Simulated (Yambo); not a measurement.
BaTiO3 (cubic perovskite, space group Pm-3m, No. 221), G0W0@LDA in Yambo with this input:

```
rim_cut
gw0
dyson
el_el_corr
HF_and_locXC
ppa
em1d
RandQpts= 1000000
RandGvec= 1 Ry
EXXRLvcs= 84 Ry
VXCRLvcs= 336 Ry
Chimod= "HARTREE"
% BndsRnXp
 2 | 125 |
%
NGsBlkXp= 8 Ry
% LongDrXp
 1.0 | 1.0 | 1.0 |
%
PPAPntXp= 27.2114 eV
% GbndRnge
 1 | 125 |
%
GTermKind= "BG"
DysSolver= "n"
ExtendOut
```

On a 4×4×4 mesh, with wavefunctions cut at 84 Ry, the gap (R → Γ) is 3.240 eV and the valence edge shifts by -0.281 eV.

**Question.** What happens with this change: 2×2×2 mesh?

**Answer.** The gap falls by 0.034 eV, to 3.206 eV; the shift of the valence edge becomes -0.161 eV. Neither run is shown to be the converged limit.

Geometry of the Materials Project entry, not relaxed at this level; primitive cell a = b = c = 4.0077 Å, α = β = γ = 90.00°.

This is not the ordinary phase of the substance.

A shift is the quasiparticle energy of the state minus its LDA energy.
